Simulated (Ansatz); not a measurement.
# Phases of BiSb at 57 GPa

Structure types of BiSb are relaxed in primitive cells with their symmetry kept at 57 GPa, on PAW files; LAPW relaxes the small cells further and takes the PAW cell for the others (marked *). The enthalpy is E + pV at zero temperature, without zero-point motion. Only the types listed were tried, and differences under about 5 meV/atom are mesh noise. The real phase may be another.

All numbers are PBEsol results (scalar-relativistic) from Ansatz 0.2.0, with Fermi–Dirac smearing of 0.1 eV, no spin polarisation. Methods: LAPW: all electrons, basis error target 0.5 meV/atom; PAW: frozen-core files, cutoff 420 eV.

k meshes: rocksalt 13×13×13, CsCl 13×13×13, zincblende 12×12×12, anti NiAs 10×10×6, NiAs 10×10×6.

Spin–orbit coupling is left out, which matters for the heavy atoms. The PAW files were made under PBE.

**Question.** Which type is lowest in enthalpy, and by how much?

**Answer.** CsCl, 93 meV/atom below distorted NiAs. The whole table:

| start type | ends as | a, b, c (Å) | V (Å³/atom) | H − H(lowest), LAPW (meV/atom) | same, PAW |
| --- | --- | --- | --- | --- | --- |
| rocksalt | rocksalt, Fm-3m | 5.515, 5.515, 5.515 | 20.97 | 655.3 | 655.4 |
| CsCl | CsCl, Pm-3m | 3.379, 3.379, 3.379 | 19.28 | 0.0 | 0.0 |
| zincblende | zincblende, F-43m | 5.875, 5.875, 5.875 | 25.35 | 3232.1 | 3232.0 |
| anti NiAs* | distorted anti NiAs, P6_3/mmc | 3.014, 3.014, 9.833 | 19.34 | 97.6 | 97.6 |
| NiAs* | distorted NiAs, P6_3/mmc | 3.008, 3.008, 9.875 | 19.35 | 92.5 | 92.7 |

**Question.** Split the lead of CsCl over distorted NiAs into energy and pV.

**Answer.** For distorted NiAs less CsCl: ΔE = +68.7 meV/atom, and p·ΔV = 57 GPa × +0.0670 Å³ × 6.242 meV/(GPa·Å³) = +23.9 meV/atom, together 92.6 meV/atom. CsCl wins on both counts.
